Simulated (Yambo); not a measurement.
Material: HgZnS2 (space group R3m, No. 160); a = b = c = 6.9261 Å, α = β = γ = 33.14° (4 atoms in the cell). Cell and atoms were relaxed with PBEsol from Materials Project entry mp-1215447, within its symmetry.

With PBEsol (Quantum ESPRESSO, PseudoDojo norm-conserving, 84 Ry, with spin-orbit coupling), the gap between the mesh's edge points (Γ → Γ) is 0.354 eV.

### Question
By how much does one-shot G0W0 (Yambo; 4×4×4 Γ-centred k mesh, bands 17 to 222 and a 6 Ry block in the screening, 222 bands in G with the Bruneval-Gonze terminator, plasmon pole fitted at 27.2 eV) open this gap, and what gap results?

### Answer
The correction is 0.794 eV, giving 1.147 eV, 3.2 times the PBEsol value.  Convergence of the G0W0 settings was not tested. 

The structure is a Materials Project entry; no match was found in the copy of COD used, and its stability was not checked.
